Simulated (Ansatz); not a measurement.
Ca3SnH2:
```xyz
12
Lattice="4.4254 -5.6833 0.0000 4.4254 5.6833 0.0000 0.0000 0.0000 5.2334" Properties=species:S:1:pos:R:3 pbc="T T T"
Ca     4.4254    -4.4407     1.3083
Ca     4.4254     4.4407     3.9250
Ca     2.6299    -1.2617     1.3083
Ca     6.2208     1.2617     3.9250
Ca     2.6299     1.2617     3.9250
Ca     6.2208    -1.2617     1.3083
Sn     4.4254    -2.1970     3.9250
Sn     4.4254     2.1970     1.3083
H      1.3421     0.0000     0.0000
H      7.5086     0.0000     0.0000
H      7.5086     0.0000     2.6167
H      1.3421     0.0000     2.6167
```

Plane-wave PAW r²SCAN (Ansatz code) gives a gap of 0.39 eV without spin–orbit coupling, maximum at Γ, minimum at Γ.

Problem. What happens when spin–orbit coupling is switched on?

Solution. The gap falls by 0.04 eV, to 0.35 eV; maximum at Γ, minimum at Γ.

Problem. Give the electron effective mass with spin–orbit coupling.

Solution. 0.13, 0.62, 0.69 mₑ (principal values).

Problem. Give the hole effective mass with spin–orbit coupling.

Solution. 0.17, 1.3, 1.4 mₑ (principal values).

Space group Cmcm. The first step of the workflow began from a Materials Project structure, measured or hypothetical; the Crystallography Open Database files this formula in space group No. 63, but the cells were not matched. Whether it is the stable phase at ambient conditions was not checked. Symmetry was held in the r²SCAN relaxation; whether a distortion lowers the energy is not shown.

Potentials: the later of the program's two PAW sets.
